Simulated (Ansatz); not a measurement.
Below is a relaxed structure of KCd2P2. The cell was found from a structure generator's guess, not taken from experiment.

The calculation used DFT PBE, scalar-relativistic, plane waves, PAW in Ansatz 0.2.0. Cutoff 420 eV, Γ-centred mesh, Gaussian smearing, no spin polarisation.

```yaml
crystal:
  lattice:
    - [5.63120, 0.00000, 0.00000]
    - [-2.81560, 4.87676, 0.00000]
    - [0.00000, 0.00000, 5.12278]
  atoms:
    - { symbol: K, position: [0.00000, 0.00000, 0.00000] }
    - { symbol: Cd, position: [0.33333, 0.66667, 0.50000] }
    - { symbol: Cd, position: [0.66667, 0.33333, 0.50000] }
    - { symbol: P, position: [0.33333, 0.66667, 0.00000] }
    - { symbol: P, position: [0.66667, 0.33333, 0.00000] }
```

Energies over the elements count from the elements' standard structures at the same level, with no fitted energy shifts. The references include black phosphorus.

**Question.** Find its symmetry and describe it.

**Answer.** P6/mmm (No. 191). Conventional cell: a = 5.631 Å, c = 5.123 Å. Around K lie 6 P at 3.25 Å; around Cd lie 2 P at 2.56 Å and 3 Cd at 3.25 Å; P is surrounded by 2 Cd at 2.56 Å, 3 K at 3.25 Å and 3 P at 3.25 Å.

**Question.** How far does it lie from the elements in energy?

**Answer.** +0.30 eV/atom. A positive value: parting into the elements would lower its energy.

**Question.** Is it a metal?

**Answer.** Yes, bands cross the Fermi level on the 12×12×8 mesh.

The last run used a 12×12×8 mesh (in the run's order of axes) for its 5-atom cell and Gaussian smearing of 0.10 eV. An odd number of electrons in the primitive cell allows no gap without spin; a larger cell or a magnetic state could open one. The cell is a metal run without spin; a magnetic state may lie lower. The reference form of P is held partly by dispersion forces, which this level lacks. A structure relaxed within its symmetry needn't be a true minimum. Another cell of KCd2P2 relaxed alike, in P-3m1, lies 0.49 eV/atom lower, so this cell isn't the stable form at this level.
